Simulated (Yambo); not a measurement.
Yambo run on Na₂PdC₂ (space group P-3m1, No. 164). The wavefunctions come from this Quantum ESPRESSO step (PBEsol, PseudoDojo standard norm-conserving files, scalar-relativistic):

```
&CONTROL
  calculation = 'nscf'
  pseudo_dir = './pseudo'
  outdir = './out'
/
&SYSTEM
  ibrav = 0
  nat = 5
  ntyp = 3
  ecutwfc = 88.0
  ecutrho = 352.0
  occupations = 'fixed'
  force_symmorphic = .true.
  nbnd = 178
/
&ELECTRONS
  conv_thr = 5e-09
  diago_full_acc = .true.
  diago_thr_init = 1e-08
/
ATOMIC_SPECIES
C 12.0110 C.upf
Na 22.9898 Na.upf
Pd 106.4200 Pd.upf
CELL_PARAMETERS angstrom
  4.512099903000   0.000000000000   0.000000000000
 -2.256049951000   3.907593140000   0.000000000000
  0.000000000000   0.000000000000   5.283000000000
ATOMIC_POSITIONS crystal
C   0.000000000000   0.000000000000   0.620080000000
C   0.000000000000   0.000000000000   0.379920000000
Na   0.333333333000   0.666666667000   0.720100000000
Na   0.666666667000   0.333333333000   0.279900000000
Pd   0.000000000000   0.000000000000   0.000000000000
K_POINTS automatic
3 3 2 0 0 0
```

Yambo input:

```
rim_cut
gw0
dyson
el_el_corr
HF_and_locXC
ppa
em1d
RandQpts= 1000000
RandGvec= 1 Ry
EXXRLvcs= 88 Ry
VXCRLvcs= 352 Ry
Chimod= "HARTREE"
% BndsRnXp
 7 | 176 |
%
NGsBlkXp= 8 Ry
% LongDrXp
 1.0 | 1.0 | 1.0 |
%
PPAPntXp= 27.2114 eV
% GbndRnge
 1 | 176 |
%
GTermKind= "BG"
DysSolver= "n"
ExtendOut
% QPkrange
 1 | 1 | 22 | 23 |
 2 | 2 | 22 | 23 |
 4 | 4 | 22 | 23 |
 5 | 5 | 22 | 23 |
 6 | 6 | 22 | 23 |
%
```

k points by index: 1 = Γ, 2 = A, 4 = (0, 0.333, -0.5), 5 = K, 6 = H.

The o-*.qp file then holds:

```
#    K-point    Band    Eo [eV]    E [eV]    E-Eo [eV]    Vxc [eV]    Vnlxc [eV]    Sc|Eo [eV]    Sc|E [eV]    dSc/dw|Eo [eV]    Re(Z)    Im(Z)
#
    1    22    -1.152053    -1.629078    -0.477025    -21.51317    -27.34431    5.166527    5.354113    -10.69075    0.717922    -0.003415
    1    23    4.215192    4.509148    0.293956    -8.425889    -4.309101    -3.756550    -3.822833    -6.145474    0.815738    0.004791
    2    22    0.000000    -0.451861    -0.451861    -20.06140    -24.08960    3.427009    3.576338    -8.988954    0.751684    -0.001956
    2    23    3.572136    3.816597    0.244461    -8.402604    -4.473569    -3.630126    -3.684574    -6.057998    0.817909    -0.001071
    4    22    -0.048912    -0.493828    -0.444916    -20.09159    -24.18058    3.496668    3.644080    -9.011901    0.751207    -0.001982
    4    23    1.665206    1.986384    0.321178    -11.58786    -8.338260    -2.844582    -2.928418    -7.100462    0.793058    -0.001606
    5    22    -0.122935    -0.570138    -0.447203    -16.52253    -19.17393    2.065777    2.204196    -8.419664    0.763693    -0.001992
    5    23    3.435102    3.640444    0.205342    -9.624266    -5.914844    -3.445246    -3.504080    -7.762627    0.777950    -0.008642
    6    22    -0.194362    -0.646840    -0.452477    -20.26774    -24.55189    3.680247    3.831673    -9.102316    0.749336    -0.002101
    6    23    1.680693    2.008326    0.327633    -10.47512    -7.107155    -2.957160    -3.040337    -6.905809    0.797583    -0.001581
```
(The two width columns are left out.) Convergence of these settings isn't established.

Spin-orbit coupling is not included.

Geometry of the Materials Project entry, not relaxed at this level.

The structure is a Materials Project entry; no match was found in the copy of COD used, and its stability was not checked.
